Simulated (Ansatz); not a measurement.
# Elastic constants of Re (P6_3/mmc) under pressure

```yaml
crystal:
  lattice:
    - [2.75186, 0.00000, 0.00000]
    - [-1.37593, 2.38318, 0.00000]
    - [0.00000, 0.00000, 4.43977]
  atoms:
    - { symbol: Re, position: [0.33333, 0.66667, 0.25000] }
    - { symbol: Re, position: [0.66667, 0.33333, 0.75000] }
```

This is the zero-pressure cell. At each pressure cell and atoms are relaxed in this structure, and the constants are slopes of the stress at strains of ±0.005 with relaxed ions (the coefficients that govern stability under load). Level: PBEsol, PAW on Ansatz 0.2.0's default frozen-core files (fitted under PBE), scalar-relativistic; k mesh 20×20×12, strains of ±0.005, Fermi-Dirac smearing of 0.100 eV, cutoff 420 eV. P is the pressure of the relaxed cell, less that of this one.

| P (GPa) | V/V₀ | C11 (GPa) | C12 (GPa) | C13 (GPa) | C33 (GPa) | C44 (GPa) |
| --- | --- | --- | --- | --- | --- | --- |
| 0.00 | 1.0000 | 646.8 | 286.1 | 235.4 | 708.1 | 171.5 |
| 0.99 | 0.9975 | 653.4 | 289.7 | 238.3 | 715.4 | 173.0 |
| 2.00 | 0.9950 | 660.2 | 293.4 | 241.2 | 722.7 | 174.4 |
| 4.00 | ? | ? | ? | ? | ? | ? |
| 7.01 | 0.9829 | 693.3 | 311.6 | 255.6 | 758.6 | 181.4 |
| 9.98 | 0.9761 | 712.6 | 322.2 | 264.0 | 779.5 | 185.5 |
| 14.99 | 0.9651 | 744.6 | 340.1 | 278.1 | 814.1 | 192.3 |

**Question.** Does the bulk modulus from the constants agree with the pressure-volume curve?

**Answer.** A third-order Birch-Murnaghan fit to the volumes shown (F against f, f = [(V₀/V)^(2/3) − 1]/2) gives B₀ = 390.6 GPa and B′ = 4.4. Its −V dP/dV stands beside the Reuss value 1/ΣS_ij (i, j ≤ 3):

```csv
P (GPa),from P(V),from the constants
0.00,390.6,390.6
0.99,394.9,394.9
2.00,399.3,399.4
7.01,421.1,421.2
9.98,433.8,433.9
14.99,455.2,455.1
```

**Question.** What are the pressure derivatives at zero pressure?

**Answer.** Slopes at V₀ of quadratic fits in −ln(V/V₀) through the first four rows shown, divided by B₀: dC11/dP = 6.7, dC12/dP = 3.7, dC13/dP = 2.9, dC33/dP = 7.3, dC44/dP = 1.4. The mean slopes up to 2.0 GPa are 6.7, 3.6, 2.9, 7.3, 1.4; curvature and scatter of the constants part the two.

**Question.** Fill the row at 4.00 GPa.

**Answer.** Cubic fits in −ln(V/V₀) through all rows shown give C11 = 673.5, C12 = 300.7, C13 = 247.0, C33 = 737.2, C44 = 177.2 GPa. Computed: V/V₀ = 0.9900, C11 (GPa) = 673.5, C12 (GPa) = 300.6, C13 (GPa) = 247.0, C33 (GPa) = 737.2, C44 (GPa) = 177.2.

**Question.** Does a shear stiffness soften?

**Answer.** C44 goes from 171.5 to 192.3 GPa; (C11 − C12)/2 goes from 180.4 to 202.3 GPa. Neither ends more than 3 % under its start, and the lattice stays mechanically stable over this range.

Limits of these numbers: no other phase was computed; many crystals of this kind change structure within this range, and rows or crossings beyond such a change describe a metastable lattice; frozen-core PAW files fitted under PBE, their cores solved anew for the functional of the run; responses of metals move with mesh and smearing; no spin-orbit coupling on heavy atoms; elastic stability says nothing of phonons or of other phases; phonons weren't checked at these pressures.
